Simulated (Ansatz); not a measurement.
TiO₂:
```
CELL_PARAMETERS angstrom
     -1.86980     1.86980     4.73008
      1.86980    -1.86980     4.73008
      1.86980     1.86980    -4.73008
ATOMIC_POSITIONS crystal
  Ti 0.00000 0.00000 0.00000
  Ti 0.75000 0.25000 0.50000
  O  0.95792 0.45792 0.50000
  O  0.20792 0.20792 0.00000
  O  0.79208 0.79208 0.00000
  O  0.54208 0.04208 0.50000
```

Relaxed with LDA.

Problem. Give the optical modes at the zone centre with their infrared and Raman activity from DFPT, the program Ansatz at the LDA level (PAW).

Solution. Transverse frequencies, without the LO–TO term; a row sums one degenerate level.

```csv
ω (cm⁻¹),degeneracy,IR ((D/Å)²/amu),Raman (Å⁴/amu),activity,symmetry
150,2,0.00,630,Raman,Eg
164,2,0.00,6.6,Raman,Eg
241,2,124.74,0,IR,Eu
348,1,78.85,0,IR,A2u
384,1,0.00,280,Raman,B1g
442,2,135.89,0,IR,Eu
503,1,0.00,130,Raman,B1g
528,1,0.00,420,Raman,A1g
551,1,0.00,0,silent,B2u
638,2,0.00,1500,Raman,Eg
```

Problem. How high does the top mode go among those that the LO–TO term moves?

Solution. 865 cm⁻¹ for q along x, 865 cm⁻¹ for q along y, 726 cm⁻¹ for q along z.

Space group I4_1/amd (anatase). The LDA relaxation kept the symmetry of its start; of distortions, only those at the zone centre were tested. No spin polarisation was allowed.

Potentials: the earlier of the program's two PAW sets.
